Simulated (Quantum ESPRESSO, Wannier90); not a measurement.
# Wannierisation of Hg (P-1, model phase)

```
begin unit_cell_cart
ang
    3.3205600000    0.0000000000    0.0000000000
   -1.4721410000    3.0761350000    0.0000000000
   -0.9583350000   -1.3973030000    8.1206090000
end unit_cell_cart
begin atoms_frac
Hg  -0.4139300000 -0.2585800000  0.3352600000
Hg   0.4139300000  0.2585800000 -0.3352600000
Hg   0.0000000000  0.0000000000  0.0000000000
end atoms_frac
```

Structure: Materials Project mp-569360, symmetrised, not relaxed again. This isn't the element's usual structure (rhombohedral); take it as a model of another phase. Level: PBEsol, spinors with spin-orbit coupling; pw.x of Quantum ESPRESSO at 53 Ry with PseudoDojo potentials, 6×6×4 k-points, Wannier90. Density: 14×14×6 mesh, cold smearing 0.01 Ry.

A tight-binding model is made by disentanglement and projection with no localisation steps (num_iter = 0), so the 54 orbitals stay atom-like: hydrogen-like Hg: s;p;d, axes along x, y, z; frozen window up to 3.00 eV relative to the Fermi level. It follows pw.x to 5.8 meV rms for states up to 1.0 eV relative to the Fermi level. Matrix elements depend on this choice of orbitals and windows.

What are the on-site energies relative to the Fermi level, and how fast do the hoppings decay?


```
atom                                       orbitals  energy (eV)
----  ---------------------------------------------  -----------
Hg1                                           s↑ s↓        -1.45
Hg1                                         pz↑ pz↓         6.50
Hg1                                         px↑ px↓         6.39
Hg1                                         py↑ py↓         6.23
Hg1   dz2↑ dz2↓ dxz↑ dxz↓ dyz↑ dyz↓ dx2-y2↑ dx2-y2↓        -6.04
Hg1                                       dxy↑ dxy↓        -6.02
Hg2                                           s↑ s↓        -1.45
Hg2                                         pz↑ pz↓         6.50
Hg2                                         px↑ px↓         6.39
Hg2                                         py↑ py↓         6.23
Hg2   dz2↑ dz2↓ dxz↑ dxz↓ dyz↑ dyz↓ dx2-y2↑ dx2-y2↓        -6.04
Hg2                                       dxy↑ dxy↓        -6.02
Hg3                                           s↑ s↓        -1.46
Hg3                                         pz↑ pz↓         6.49
Hg3                                         px↑ px↓         6.37
Hg3                                         py↑ py↓         6.26
Hg3             dz2↑ dz2↓ dyz↑ dyz↓ dx2-y2↑ dx2-y2↓        -6.03
Hg3                             dxz↑ dxz↓ dxy↑ dxy↓        -6.01
```

```
distance of the centres (Å)  largest modulus (eV)
---------------------------  --------------------
3–4                                           2.1
4–5                                          0.17
5–6                                          0.12
6–7                                          0.21
7–8                                         0.077
```

Effective spin-orbit constants λ of λ L·S, from the same-site elements px↑–py↑ (λ/2) and dx2-y2↑–dxy↑ (λ), where they are among the larger elements: Hg3 d 0.74 eV, Hg1 d 0.74 eV, Hg2 d 0.74 eV, Hg3 p 1.1 eV, Hg1 p 1.1 eV, Hg2 p 1.1 eV.
